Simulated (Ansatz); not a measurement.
What DFT gives for La₂Bi₈Rh

```
Rh La Bi
1.0
     4.90872    0.00000    0.00000
     0.00000    4.90872    0.00000
     0.00000    0.00000   12.89766
Rh La Bi
1 2 8
Cartesian
  0.0000 0.0000 0.0000
  0.0000 0.0000 3.9502
  0.0000 0.0000 8.9475
  2.4544 0.0000 6.4488
  0.0000 2.4544 6.4488
  2.4544 0.0000 1.5204
  0.0000 2.4544 1.5204
  2.4544 0.0000 11.3773
  0.0000 2.4544 11.3773
  2.4544 2.4544 3.9168
  2.4544 2.4544 8.9809
```

Level: r2SCAN, no spin polarisation; 500 eV; 7×7×3 Γ-centred mesh; gaussian occupations (width 0.1265 eV); Ansatz 0.2.0, fixed geometry.

**Question.** Metal or insulator?

**Answer.** It is a metal, with about 6.9 states/eV a cell as the mean within 0.25 eV of the Fermi level, mostly Bi p (53 %), La d (18 %) and Rh d (15 %).

**Question.** Is it stable against the elements?

**Answer.** -0.34 eV an atom against the elements' usual phases (free molecules for gases, crystals otherwise, with no correction for O₂ or N₂), so it is bound against them; other compounds may still compete. Relaxing would lower it.

**Question.** Describe some of the short contacts.

**Answer.** Rh–Bi at 2.89 Å: least valence density 0.30 e/Å³ and ELF 0.28 there. Bi–Bi at 3.04 Å: least valence density 0.27 e/Å³ and ELF 0.35 there. La–Bi at 3.45 Å: least valence density 0.13 e/Å³ and ELF 0.12 there. These are pseudo-fields; inside the PAW spheres they differ from the all-electron ones.

**Question.** Give the Bader charges.

**Answer.** Bader charges in e: La +1.42, Bi -0.50 to -0.07, Rh -0.53. In the mean La gives up most and Rh takes most.

**Question.** Is the cell too large or too small?

**Answer.** The pressure is 4.3 GPa (compression positive), so with the atoms held at these fractions the cell would first expand. The principal stresses 3.5, 3.5, 6.0 GPa differ, so its shape would change too.

Origin: a known structure type with other elements, at an estimated volume, so it need not be a known compound. Caveats: f levels without a U or exact exchange are poorly placed.
